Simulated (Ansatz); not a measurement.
ZnS (zinc blende)

Space group F-43m (No. 216); a = b = c = 5.4434 Å, α = β = γ = 90.00°

```json
[
 {"atom": "S", "site": "4c", "symmetry": "-43m", "x": "0.2500", "y": "0.2500", "z": "0.2500"},
 {"atom": "Zn", "site": "4a", "symmetry": "-43m", "x": "0.0000", "y": "0.0000", "z": "0.0000"}
]
```
(The calculation used a cell of 2 atoms; values per cell refer to that cell.)

Grid over V/V₀ and (c/a)/(c/a)₀, subscript 0 meaning the relaxed cell; the conventional c axis lies along z; no internal relaxation.

Calculation: PBE (plane waves to 420 eV, PAW, scalar-relativistic; Ansatz, a first-principles code). k mesh 10×10×10 (Γ-centred), Fermi-Dirac smearing 0.05 eV. Stress and pressure are positive under compression. ZnS was relaxed with its symmetry unable to fall.

Changes of σzz (GPa) from the point V/V₀ = 1.000, (c/a)/(c/a)₀ = 1.000 when one coordinate moves alone (two changes are said to add if the coupling is within 5 % of the smaller one, nearly so within 20 %):

| point | change |
|---|---|
| V/V₀ = 1.000, (c/a)/(c/a)₀ = 0.880 | 2.382 |
| V/V₀ = 1.000, (c/a)/(c/a)₀ = 0.920 | 1.794 |
| V/V₀ = 1.000, (c/a)/(c/a)₀ = 0.960 | 0.998 |
| V/V₀ = 0.920, (c/a)/(c/a)₀ = 1.000 | 6.975 |
| V/V₀ = 0.947, (c/a)/(c/a)₀ = 1.000 | 4.303 |
| V/V₀ = 0.973, (c/a)/(c/a)₀ = 1.000 | 1.995 |
| V/V₀ = 1.027, (c/a)/(c/a)₀ = 1.000 | -1.726 |
| V/V₀ = 1.053, (c/a)/(c/a)₀ = 1.000 | -3.219 |
| V/V₀ = 1.080, (c/a)/(c/a)₀ = 1.000 | -4.509 |
| V/V₀ = 1.000, (c/a)/(c/a)₀ = 1.040 | -1.188 |
| V/V₀ = 1.000, (c/a)/(c/a)₀ = 1.080 | -2.548 |
| V/V₀ = 1.000, (c/a)/(c/a)₀ = 1.120 | -4.063 |

**Question.** What is the change at V/V₀ = 0.973, (c/a)/(c/a)₀ = 0.880, where both move, and how far is it from the sum?

**Answer.** The sum of the single changes is 1.995 + (2.382) = 4.377; the calculation gives 4.232, so the coupling contributes -0.145 (under 20 % of the smaller single change, nearly additive).

**Question.** Do the two effects add at V/V₀ = 1.027, (c/a)/(c/a)₀ = 0.960? Give the computed change.

**Answer.** The sum of the single changes is -1.726 + (0.998) = -0.728; the calculation gives -0.703, so they add (within 5 % of the smaller single change).

**Question.** Do the two effects add at V/V₀ = 1.080, (c/a)/(c/a)₀ = 0.880? Give the computed change.

**Answer.** The sum of the single changes is -4.509 + (2.382) = -2.127; the calculation gives -1.832, so the coupling contributes 0.295 (under 20 % of the smaller single change, nearly additive).

(Under strain, the slope of the energy per volume gives the stress and its curvature an elastic modulus.)
